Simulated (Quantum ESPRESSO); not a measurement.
## Hf2Zr2ScSn2Ag (different elements on one site, starting from this cell)

A calculation, not a measurement. The program is pw.x of Quantum ESPRESSO 7.5 (plane-wave density functional theory). The cell is made up: eight metal atoms on a face-centred cubic lattice, with elements, volume, strain and displacements drawn at random and not relaxed, so it may be unstable or far from any real phase. PseudoDojo standard norm-conserving files set the functional (PBE unless stated); there is no spin polarisation or spin-orbit coupling, the Fermi-Dirac width of 0.25 eV means electrons at about 2900 K, and the masses in the input are unused placeholders. The tin pseudopotential is less sure than most, with forces differing by about three percent from a second method on plain tin. Heavy elements are run without spin-orbit coupling, which real alloys of them have. A spin test at this wide smearing found no moment, but such smearing suppresses magnetism that the real alloy may have.

The runs put different elements on site 8. Cell, positions, cutoff, mesh and smearing stay as in the input of run 1; sites are counted in its order. Stress in the tables is positive in tension.

Input of run 1:

```
&control calculation='scf', pseudo_dir='./dojo.nc.sr.pbe.v0_5.standard.upf', outdir='./o', disk_io='minimal', tprnfor=.true., tstress=.true. /
&system ibrav=0, nat=8, ntyp=5, nbnd=69, ecutwfc=87.97787729, nosym=.true., tot_charge=0,
 occupations='smearing', smearing='fd', degauss=0.0183746611
/
&electrons conv_thr=1.470e-08, electron_maxstep=70, mixing_beta=0.5 /
ATOMIC_SPECIES
Ag 1.0 Ag.upf
Hf 1.0 Hf.upf
Sc 1.0 Sc.upf
Sn 1.0 Sn.upf
Zr 1.0 Zr.upf
CELL_PARAMETERS angstrom
2.284 4.5681 2.284
2.284 -4.5681 2.284
4.5681 0.0 -4.5681
ATOMIC_POSITIONS angstrom
Hf 0.0212 -0.0053 -0.0366
Hf 2.3331 0.0119 -2.2781
Zr 2.2648 -2.2732 -0.0045
Sc 4.5794 -2.2757 -2.296
Zr 2.3203 2.3223 -0.0023
Sn 4.5459 2.2917 -2.2714
Sn 2.2887 0.006 2.3244
Ag 4.5529 -0.0345 0.0278
K_POINTS automatic
5 5 4 1 1 1
```

| run | elements on sites 1 to 8 | -TS (eV) | pressure (GPa) | stress xx (GPa) | stress yy (GPa) | stress zz (GPa) | stress yz (GPa) | stress xz (GPa) | stress xy (GPa) | iterations |
| --- | --- | --- | --- | --- | --- | --- | --- | --- | --- | --- |
| 1 | Hf Hf Zr Sc Zr Sn Sn Ag | -1.848 | -5.07 | 5.02 | 5.14 | 5.04 | 1.28 | 0.36 | 1.25 | 16 |
| 2 | Hf Hf Zr Sc Zr Sn Sn Ir | -1.939 | -9.16 | 8.99 | 9.24 | 9.24 | 1.38 | 1.50 | 1.43 | 15 |
| 3 | Hf Hf Zr Sc Zr Sn Sn Pd | -1.895 | -7.02 | 7.01 | 6.94 | 7.13 | 1.21 | 0.52 | 1.20 | 18 |
| 4 | Hf Hf Zr Sc Zr Sn Sn Rh | -1.973 | -8.26 | 8.18 | 8.23 | 8.38 | 1.27 | 0.94 | 1.31 | 16 |
| 5 | Hf Hf Zr Sc Zr Sn Sn Zn | -1.791 | -5.65 | 5.57 | 5.82 | 5.56 | 1.49 | 0.65 | 1.50 | 15 |

Forces Fx Fy Fz (eV/Å):

```
site             run 1             run 2              run 3              run 4              run 5
   1    0.06 0.11 0.13   -0.02 0.13 0.22     0.05 0.12 0.14     0.02 0.13 0.17     0.05 0.11 0.15
   2   -0.17 0.02 0.04   -0.06 0.02 0.08    -0.13 0.02 0.07    -0.10 0.02 0.08    -0.18 0.01 0.04
   3   0.13 -0.04 0.11  0.50 -0.03 -0.21    0.25 -0.04 0.01   0.37 -0.03 -0.10   0.29 -0.02 -0.02
   4  -0.05 -0.01 0.01   -0.23 0.02 0.22    -0.12 0.00 0.09    -0.17 0.01 0.15    -0.12 0.00 0.09
   5  -0.20 -0.18 0.07  0.08 -0.11 -0.33  -0.12 -0.15 -0.07  -0.03 -0.12 -0.19  -0.05 -0.17 -0.08
   6  -0.12 -0.01 0.24   -0.26 0.03 0.34    -0.23 0.02 0.33    -0.28 0.03 0.36    -0.08 0.00 0.20
   7   0.29 0.00 -0.57   0.18 0.00 -0.46    0.29 0.00 -0.57    0.25 0.00 -0.53   0.19 -0.01 -0.48
   8   0.05 0.09 -0.04  -0.18 -0.05 0.14    0.01 0.02 -0.01   -0.07 -0.03 0.04    -0.11 0.07 0.10
```

Energies are left out, as each element's file has its own zero. A rerun of one cell of this series at a higher cutoff and on a denser mesh moved values by no more than 0.002 eV in energy, 0.02 GPa in stress and 0.004 eV/Å in force, and a second program with other atomic files agreed on that cell to 2 % rms in force and 0.5 GPa in pressure.